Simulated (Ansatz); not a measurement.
Ge2Pt in space group Pnnm (No. 58; Ge on 4g, Pt on 2a), the program Ansatz at the PBE level (PAW), all energies at zero smearing, with the estimated change up to a 700 eV cutoff added, with one set of potentials and settings (totals compare only within such a set). Cell of 6 atoms (4 Ge, 2 Pt): -42228.014 eV.

| element | reference phase | E (eV/atom) |
|---|---|---|
| Ge | Fd-3m, 2 atoms in the cell | -4294.9847 |
| Pt | Fm-3m, 1 atoms in the cell | -12523.0127 |

Formation energy per atom, worked out: (-42228.014 − 4×(-4294.9847) − 2×(-12523.0127))/6 = -0.342 eV/atom (-33 kJ per mol of atoms), at 0 K, without zero-point energy or fitted corrections.

The first step of the workflow began from a Materials Project structure, measured or hypothetical; the Crystallography Open Database files this formula in space group No. 58, but the cells were not matched. Its standing as an ambient phase is unchecked. Symmetry was held in the PBE relaxation; whether a distortion lowers the energy is not shown. No spin polarisation was allowed. The references are the lowest solids computed at this level, not always the standard phases. Spin–orbit coupling is left out wherever it is not named.

Potentials: the later of the program's two PAW sets.
